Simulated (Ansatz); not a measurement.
CsGaCl₂: rattling a relaxed structure

The cell was found from a structure generator's guess, not taken from experiment.

Method: DFT PBE, scalar-relativistic, plane waves, PAW in Ansatz. Plane waves to 420 eV, a k mesh through Γ of 6×6×4 on the computed 4-atom cell and Gaussian smearing (0.02 eV); no spin polarisation.

The cell below (4 atoms, space group P-3m1 (No. 164)) is relaxed within its symmetry.

```xyz
4
Lattice="4.5533 0.0000 0.0000 -2.2767 3.9433 0.0000 0.0000 0.0000 7.9361" Properties=species:S:1:pos:R:3 pbc="T T T"
Cs    0.0000    0.0000    3.9681
Ga    0.0000    0.0000    0.0000
Cl    0.0000    2.6289    6.2326
Cl    2.2767    1.3144    1.7035
```

For the test a repeat of it with 8 atoms (edges 4.55, 4.55, 15.87 Å) was strained at random (σ = 1.5 % a component), the atoms were moved at random (σ = 0.05 Å), and all was relaxed again on a coarse 3×3×1 mesh (in the run’s order of axes) with 0.10 eV smearing, with no symmetry imposed.

Task: Does it come back?

Result: It doesn't return. The energy falls by 31 meV/atom on that mesh, the volume changes by 22.7 %, and the end has space group P1 (No. 1) at a loose tolerance. Relaxed again on a 6×6×2 mesh with 0.02 eV smearing, the new structure lies 31 meV/atom below the first (mesh in the axes of the run's cell; the cell below is made exact in the group named). Space group P1 (No. 1), triclinic, a = 4.978 Å, b = 4.998 Å, c = 15.426 Å, α = 95.8°, β = 94.7°, γ = 113.4°. Cs on its first site is surrounded by 6 Cl at 3.51–3.56 Å; Cs on its second site is surrounded by 6 Cl at 3.52–3.56 Å; Ga on its first site is surrounded by 2 Cl at 2.52–2.55 Å; around Cl on its first site lie 1 Ga at 2.55 Å and 3 Cs at 3.52–3.56 Å; 4 more sites not described.

```cif
data_structure
_symmetry_space_group_name_H-M 'P 1'
_symmetry_Int_Tables_number 1
_cell_length_a 4.9784
_cell_length_b 4.9977
_cell_length_c 15.4257
_cell_angle_alpha 95.761
_cell_angle_beta 94.708
_cell_angle_gamma 113.374
_cell_volume 347.39
loop_
_atom_site_label
_atom_site_type_symbol
_atom_site_fract_x
_atom_site_fract_y
_atom_site_fract_z
_atom_site_occupancy
Cs1 Cs 0.99878 0.74890 0.24957 1
Cs2 Cs 0.00161 0.25088 0.75026 1
Ga1 Ga 0.68659 0.29357 0.49081 1
Ga2 Ga 0.31218 0.20714 0.00922 1
Cl1 Cl 0.40904 0.45626 0.37524 1
Cl2 Cl 0.41868 0.95188 0.87515 1
Cl3 Cl 0.58869 0.04176 0.12424 1
Cl4 Cl 0.58442 0.54962 0.62551 1
```
